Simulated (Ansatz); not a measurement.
Relaxed candidate structures of TaAs:

A. P6₃mc (No. 186), hP8; a = 3.048 Å, b = 3.048 Å, c = 18.667 Å, α = 90.00°, β = 90.00°, γ = 120.00°; Ta 2a (0.000, 0.000, 0.477); Ta 2b (0.333, 0.667, 0.227); As 2a (0.000, 0.000, 0.336); As 2b (0.333, 0.667, 0.086)

B. P4/mmm (No. 123), tP2; a = b = 3.6927 Å, c = 2.8603 Å, α = β = γ = 90.00°; As 1d (0.500, 0.500, 0.500); Ta 1b (0.000, 0.000, 0.500)

C. P2₁3 (No. 198), cP8, AFLOW prototype AB_cP8_198_a_a (B20, as in FeSi); a = 5.1314 Å, b = 5.1314 Å, c = 5.1314 Å, α = 90.00°, β = 90.00°, γ = 90.00°; Ta 4a (0.639, 0.639, 0.639); As 4a (0.345, 0.345, 0.345)

D. Pnma (No. 62), oP8, AFLOW prototype AB_oP8_62_c_c (B31, as in MnP); a = 6.272 Å, b = 3.492 Å, c = 6.560 Å, α = β = γ = 90.00°; Ta 4c (0.007, 0.250, 0.183); As 4c (0.194, 0.250, 0.573)

E. Cm (No. 8), mS16; a = 7.7544 Å, b = 4.6926 Å, c = 8.9634 Å, α = γ = 90.00°, β = 100.32°; As 2a (0.007, 0.000, 0.773); As 2a (0.386, 0.500, 0.173); As 2a (0.415, 0.000, 0.037); As 2a (0.313, 0.000, 0.432); Ta 2a (0.165, 0.500, 0.587); Ta 2a (0.481, 0.500, 0.467); Ta 2a (0.334, 0.000, 0.743); Ta 2a (0.206, 0.500, 0.907)

F. I4₁/amd, origin choice 1 (No. 141), tI8, AFLOW prototype AB_tI8_141_a_b ("40", as in NbP); a = 3.6632 Å, b = 3.6632 Å, c = 10.5304 Å, α = 90.00°, β = 90.00°, γ = 90.00°; As 4b (0.000, 0.000, 0.500); Ta 4a (0.000, 0.000, 0.000)

Problem. Order them by energy per atom (lowest first) at the level PBE (plane waves to 420 eV, PAW, scalar-relativistic; Ansatz, a first-principles code).

Solution. D (reference), C (+0.13 eV/atom), E (+0.45 eV/atom), F (+0.53 eV/atom), A (+0.69 eV/atom), B (+0.84 eV/atom)

The lowest structure calculated, P-6m2, hP2, AFLOW prototype AB_hP2_187_d_a (B_h, as in WC), is not among these; it lies 0.05 eV/atom below the lowest of them. 1 run with a doubtful electronic state, a coarser numerical grid, an end not at rest or a source that can't be used is left out. Each run could gain symmetry but not lose that of its start, so entries can be saddle points. Known forms of TaAs include space group No. 109. That form is not among the structures calculated here. All of these are generated cells (placed on structure types, drawn at random, substituted or restacked) that were not matched to a known phase here. Energies are at zero temperature and pressure, without zero-point motion. The runs use different k-meshes, so differences are rounded accordingly. No spin polarisation in the result. A magnetic state may lie lower.
